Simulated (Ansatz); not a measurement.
**Data sheet: VSi (DFT)**

VSi:
```cif
data_Si2V2
_chemical_formula_sum 'V2 Si2'
_space_group_name_H-M_alt 'P 1'
_space_group_IT_number 1
_cell_length_a 4.25088
_cell_length_b 4.25088
_cell_length_c 4.25088
_cell_angle_alpha 60.000
_cell_angle_beta 60.000
_cell_angle_gamma 60.000
loop_
_space_group_symop_operation_xyz
  'x, y, z'
loop_
_atom_site_label
_atom_site_type_symbol
_atom_site_fract_x
_atom_site_fract_y
_atom_site_fract_z
_atom_site_occupancy
V1 V 0.00000 0.00000 0.00000 1
Si1 Si 0.25000 0.25000 0.25000 1
V2 V 0.50000 0.50000 0.50000 1
Si2 Si 0.75000 0.75000 0.75000 1
```
The run is spin-polarised; directions of the spins, atom by atom: ↑ 0 ↓ 0.

Space group Pm-3m (No. 221), CsCl type; conventional cell a = 3.0058 Å, b = 3.0058 Å, c = 3.0058 Å, α = 90.00°, β = 90.00°, γ = 90.00°.

Method: DFT-r²SCAN in the program Ansatz with PAW potentials. Structure relaxed to zero pressure with the same functional. Other levels are named where they apply.

Cell and energy:

```
Item                                                          Result
-----------------------------------------------------  -------------
Volume per atom                                             13.58 Å³
Density                                                   4.83 g/cm³
Formation energy from the elements (no fitted shifts)  -0.23 eV/atom
```

Electronic structure:

```
Item                                                                         Value
------------------------------------  --------------------------------------------
Electronic character                                             metallic (no gap)
Density of states at the Fermi level  0.31 states/eV per atom (mean over ±0.08 eV)
```

Magnetism:

```
Quantity                    Value
--------------  -----------------
Magnetic order  antiferromagnetic
Net moment       0.00 μB per atom
```

Mechanics:

```
Item                                                                Result
----------------------------------  --------------------------------------
Bulk modulus (Birch–Murnaghan fit)                                 134 GPa
Pressure derivative B′                                                 4.3
Mechanical stability                unstable (C has a negative eigenvalue)
```

Charges:

```
Item                         Value
-------------  -------------------
Bader charges  V +0.77, Si -0.77 e
```

The cell is a constructed one: a structure type filled with these elements; neither database checked (COD, Materials Project) lists it. Whether it is the stable phase at ambient conditions was not checked. The cell was relaxed with r²SCAN under the symmetry of its start, as lowered by the spin order. Spin order of the final state: antiferromagnetic, chosen from 3 collinear starts compared on coarse meshes (ties went to the first, and starts can fall back to one state), not a proven ground state. Other orbital occupations within this spin state were not tried. Point labels and valley counts follow the cell and symmetry of the run, lower than the named group. The references are the lowest solids computed at this level, not always the standard phases.

Potentials: the earlier of the program's two PAW sets. The files were generated under PBE; for other functionals the program regenerates the frozen cores, and for LDA and PBEsol the local potential too.
